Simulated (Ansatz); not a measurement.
AlPd3N, first-principles data

AlPd₃N:
```cif
data_AlNPd3
_chemical_formula_sum 'Al1 Pd3 N1'
_space_group_name_H-M_alt 'Pm-3m'
_space_group_IT_number 221
_space_group_name_Hall '-P 4 2 3'
_cell_length_a 4.10648
_cell_length_b 4.10648
_cell_length_c 4.10648
_cell_angle_alpha 90.000
_cell_angle_beta 90.000
_cell_angle_gamma 90.000
loop_
_atom_site_label
_atom_site_type_symbol
_atom_site_symmetry_multiplicity
_atom_site_Wyckoff_symbol
_atom_site_fract_x
_atom_site_fract_y
_atom_site_fract_z
_atom_site_occupancy
Al1 Al 1 a 0.00000 0.00000 0.00000 1
Pd1 Pd 3 c 0.00000 0.50000 0.50000 1
N1 N 1 b 0.50000 0.50000 0.50000 1
```

Space group Pm-3m (No. 221), anti-perovskite; conventional cell a = b = c = 4.106 Å, α = β = γ = 90.00°.

Method: the program Ansatz at the r²SCAN level (PAW). Geometry: relaxed at this level of theory. Other levels are named where they apply.

**Cell and energy**

```yaml
volume_per_atom: 13.85 Å³
density: 8.64 g/cm³
Formation energy from the elements (no fitted shifts): 0.008 eV/atom
```

**Electronic structure**

```yaml
electronic_character: metallic (no gap)
Density of states at the Fermi level: 0.23 states/eV per atom (mean over ±0.08 eV)
Gap with spin–orbit coupling: none (metallic)
```

**Mechanics**

```yaml
Bulk modulus (Birch–Murnaghan fit): 183 GPa
Pressure derivative B′: 5.0
```

**Charges**

```yaml
bader_charges: Al +1.23, Pd -0.09, N -0.98 e
```

The start of the workflow was typed in or built on a structure type; neither database checked (COD, Materials Project) lists it. Whether it is the stable phase at ambient conditions was not checked. Symmetry was held in the r²SCAN relaxation; its stability against distortions is not shown here. The run is not spin-polarised. The volume moved by 16 % from the start of the relaxation. The references are the lowest solids computed at this level, not always the standard phases (solids in place of the gases). Scalar-relativistic: spin–orbit coupling is off unless named, which matters more the heavier the elements.

Potentials: the earlier of the program's two PAW sets. The files were generated under PBE; for other functionals the program regenerates the frozen cores, and for LDA and PBEsol the local potential too.
